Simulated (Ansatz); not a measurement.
SiMo3 (A15 (Cr3Si type), Pm-3n) under volume change, DFT-r²SCAN in the program Ansatz with PAW potentials, scaled uniformly.

```csv
V (Å³/atom),E − E(relaxed) (meV/atom),P (GPa)
13.244,115.0,30.64
13.681,[?],[?]
14.117,11.4,8.57
14.554,0.0,0.00
14.991,[?],[?]
15.427,38.9,-13.55
15.864,83.3,-18.88
```

Question: Some entries are withheld; supply them.

Answer: 
- 14.991, E − E(relaxed) (meV/atom): 10.2
- 14.991, P (GPa): -7.31
- 13.681, E − E(relaxed) (meV/atom): 48.2
- 13.681, P (GPa): 18.71

Question: What does a third-order Birch–Murnaghan fit give for V₀, B₀ and B′?

Answer: V₀ = 14.55 Å³/atom, B₀ = 264 GPa, B′ = 4.4.

Symmetry was held in the r²SCAN relaxation; of distortions, only those at the zone centre were tested. No spin polarisation was allowed.

Potentials: the later of the program's two PAW sets.
